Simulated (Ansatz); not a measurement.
Relaxed MgPd (CsCl type):

```
CELL_PARAMETERS angstrom
      6.20765     0.00000     0.00000
      3.10383     3.10383     0.00000
      0.00000     0.00000     3.10383
ATOMIC_POSITIONS crystal
  Mg 0.00000 0.00000 0.00000
  Mg 0.50000 0.00000 0.00000
  Pd 0.00000 0.50000 0.50000
  Pd 0.50000 0.50000 0.50000
```

The atoms are displaced by Q × the pattern below (from a DFPT mode at M = (0.5, 0.5, 0.0), largest move 1; Q in Å), at fixed cell. It is one choice among 2 degenerate patterns. (q is in reciprocal vectors of the primitive cell; the cell shown is doubled to hold the pattern.)

```json
[
 {"atom": "Mg1", "x": "0.760", "y": "0.000", "z": "0.000"},
 {"atom": "Mg2", "x": "-0.760", "y": "0.000", "z": "0.000"},
 {"atom": "Pd3", "x": "0.000", "y": "1.000", "z": "0.000"},
 {"atom": "Pd4", "x": "0.000", "y": "-1.000", "z": "0.000"}
]
```

Computed with LDA (plane waves to 420 eV, PAW, scalar-relativistic; Ansatz, an electronic-structure program). k mesh 15×15×15 (Γ-centred), Fermi-Dirac smearing 0.05 eV. The energy includes the smearing's −TS. With partly filled bands, energies and forces of such displacements shift with the k mesh and the smearing. MgPd is run without spin polarisation. MgPd was relaxed with its symmetry unable to fall. ΔE is measured from the undisplaced structure.

```csv
Q (Å),ΔE (meV/cell)
-0.100,30.3
-0.067,12.9
-0.033,3.1
0.000,0.0
0.033,3.1
0.067,12.9
0.100,30.3
```

**Question.** Which DFPT wavenumber at M = (0.5, 0.5, 0.0) belongs to this mode?
(A) 81 cm⁻¹
(B) 126 cm⁻¹
(C) 304 cm⁻¹
(D) 225 cm⁻¹

**Answer.** A, 81 cm⁻¹. The curvature of the scan gives 79 cm⁻¹

(A displaced cell: forces are minus the slopes of the energy, force constants its curvatures, and phonons follow from these.)
